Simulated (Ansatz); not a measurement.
Consider the following.

ZrIr:
```xyz
2
Lattice="0.0000 2.6814 2.6814 2.6814 0.0000 2.6814 2.6814 2.6814 0.0000" Properties=species:S:1:pos:R:3 pbc="T T T"
Ir     0.0000     0.0000     0.0000
Zr     2.6814     2.6814     2.6814
```

This is the PBEsol-relaxed structure.

All from the program Ansatz at the PBEsol level (PAW), unless another level is named. Estimate the highest zone-centre frequency.

158 cm^-1.

Predict the bulk modulus (Birch–Murnaghan fit).

170 GPa.

Space group Fm-3m (rock salt). The start of the workflow was typed in or built on a structure type; neither database checked (COD, Materials Project) lists it. COD files the formula under space group No. 221. Its standing as an ambient phase is unchecked. The PBEsol relaxation kept the symmetry of its start; whether a distortion lowers the energy is not shown. The run is not spin-polarised. As this level gives no gap, phonon frequencies hold no LO–TO term and depend on the k-mesh and smearing (Fermi–Dirac, 0.1 eV here). Scalar-relativistic: spin–orbit coupling is off unless named, which matters more the heavier the elements.

Potentials: the earlier of the program's two PAW sets. The files were generated under PBE; for other functionals the program regenerates the frozen cores, and for LDA and PBEsol the local potential too.
